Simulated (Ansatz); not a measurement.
**GdCu (Pm-3m): the volume from the results**

```
Gd Cu
1.0
     3.50200    0.00000    0.00000
     0.00000    3.50200    0.00000
     0.00000    0.00000    3.50200
Gd Cu
1 1
Direct
  0.50000 0.50000 0.50000
  0.00000 0.00000 0.00000
```

The reference geometry is a structure as deposited in COD; nothing is relaxed.

Functional, mesh and filling: LDA, 11×11×11 k mesh, Fermi–Dirac smearing of 0.05 eV. PAW means Ansatz 0.2.0 on its default frozen-core files. Site moments are integrated in spheres about the atoms. Start moments (μB): Gd1 7.

The cell is scaled evenly, and every run starts from the same moments. Some of the runs:

| V/V₀ | cell moment (μB) | largest site moment (μB) | F − F(V₀) (meV/atom) | pressure (GPa) |
| --- | --- | --- | --- | --- |
| 0.76 | 7.16 | 6.92 | 144 | 21.1 |
| 0.82 | 7.14 | 6.93 | 20 | 10.5 |
| 1.06 | 7.10 | 6.94 | 61 | -8.8 |

Q: Another run of the series gave cell moment (μB) = 7.13, largest site moment (μB) = 6.94, F − F(V₀) (meV/atom) = -33, pressure (GPa) = 3.0. At which V/V₀ was it made?
A. 0.88
B. 0.7
C. 1.2
D. 1.12
E. 0.94

A: A. V/V₀ = 0.88.

Q: Another run of the series gave cell moment (μB) = 7.18, largest site moment (μB) = 6.91, F − F(V₀) (meV/atom) = 371, pressure (GPa) = 36.1. At which V/V₀ was it made?
A. 1.2
B. 1.12
C. 0.88
D. 0.7
E. 0.94

A: D. V/V₀ = 0.7.

The whole series:

```tsv
V/V₀	cell moment (μB)	largest site moment (μB)	F − F(V₀) (meV/atom)	pressure (GPa)
0.7	7.18	6.91	371	36.1
0.76	7.16	6.92	144	21.1
0.82	7.14	6.93	20	10.5
0.88	7.13	6.94	-33	3.0
0.94	7.12	6.95	-35	-2.3
1	7.11	6.95	0	-6.1
1.06	7.10	6.94	61	-8.8
1.12	7.09	6.94	140	-10.7
1.2	7.08	6.93	263	-12.2
```

The PAW files were made with PBE; the program remakes their cores once for the run's functional and then keeps them frozen. Without U a semilocal functional puts the f levels too near the Fermi level, which can change moments and the order of magnetic states; site and cell moments are spin moments. Under strong compression frozen cores are worth checking against an all-electron run. Spin–orbit coupling is left out although heavy atoms are present. With open f shells a run can end in a state that isn't the lowest. These are results for the start and cell typed. The real compound can order otherwise, in a larger cell, or not at all, since semilocal functionals at zero temperature often overstate magnetism.
